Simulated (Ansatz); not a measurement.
TaAgO$_{3}$:
```yaml
crystal:
  lattice:
    - [2.73846, 1.58105, 4.60124]
    - [-2.73846, 1.58105, 4.60124]
    - [0.00000, -3.16210, 4.60124]
  atoms:
    - { symbol: Ta, position: [0.00000, 0.00000, 0.00000] }
    - { symbol: Ta, position: [0.50000, 0.50000, 0.50000] }
    - { symbol: Ag, position: [0.75000, 0.75000, 0.75000] }
    - { symbol: Ag, position: [0.25000, 0.25000, 0.25000] }
    - { symbol: O, position: [0.81786, 0.68214, 0.25000] }
    - { symbol: O, position: [0.18214, 0.31786, 0.75000] }
    - { symbol: O, position: [0.25000, 0.81786, 0.68214] }
    - { symbol: O, position: [0.75000, 0.18214, 0.31786] }
    - { symbol: O, position: [0.68214, 0.25000, 0.81786] }
    - { symbol: O, position: [0.31786, 0.75000, 0.18214] }
```

The program Ansatz at the PBEsol level (PAW) gives a gap of 1.76 eV without spin–orbit coupling, maximum off the standard path, at k = (0.172, 0.172, -0.344), minimum at F.

Problem. What happens when spin–orbit coupling is switched on?

Solution. The gap falls by 0.05 eV, to 1.71 eV; maximum off the standard path, at k = (0.177, 0.177, -0.344), minimum at F.

Problem. Give the electron effective mass with spin–orbit coupling.

Solution. 0.29, 0.35, 4.3 mₑ (principal values).

Problem. Give the hole effective mass with spin–orbit coupling.

Solution. 1.3, 1.5, 3.2 mₑ (principal values).

Space group R-3c. The workflow started from a Materials Project entry (that database holds measured and hypothetical structures alike); the Crystallography Open Database copy checked does not list it. COD files the formula under space group No. 161, so this cell is another polymorph or a model. Whether it is the stable phase at ambient conditions was not checked. The PBEsol relaxation kept the symmetry of its start; phonons on a q-mesh show no instability. The run is not spin-polarised.

Potentials: the later of the program's two PAW sets.
